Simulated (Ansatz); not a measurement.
BeMo2 (cubic Laves (MgCu2 type), space group No. 227) at seven volumes, r²SCAN (plane waves, PAW; program Ansatz), scaled uniformly. One row is withheld.

```csv
V (Å³/atom),P (GPa)
14.221,19.16
14.690,11.81
15.159,5.48
15.627,0.00
16.096,?
16.565,-8.89
17.034,-12.45
```

Question: Fit the shown pressures and predict the withheld one.

Answer: Third-order Birch–Murnaghan: P = (3/2)B₀(x^(7/2) − x^(5/2))[1 + (3/4)(B′ − 4)(x − 1)] with x = (V₀/V)^(2/3). Least squares on the six rows gives V₀ = 15.627 Å³/atom, B₀ = 170.1 GPa, B′ = 3.78. At V = 16.096, x = 0.9805 and P = -4.76 GPa. The run itself gave -4.76 GPa.

Space group Fd-3m (cubic Laves (MgCu2 type)). A made-up cell: these elements were put on the sites of a structure type; neither database checked (COD, Materials Project) lists it. Whether it is the stable phase at ambient conditions was not checked. The r²SCAN relaxation kept the symmetry of its start; whether a distortion lowers the energy is not shown. The run is not spin-polarised.

Potentials: the earlier of the program's two PAW sets.
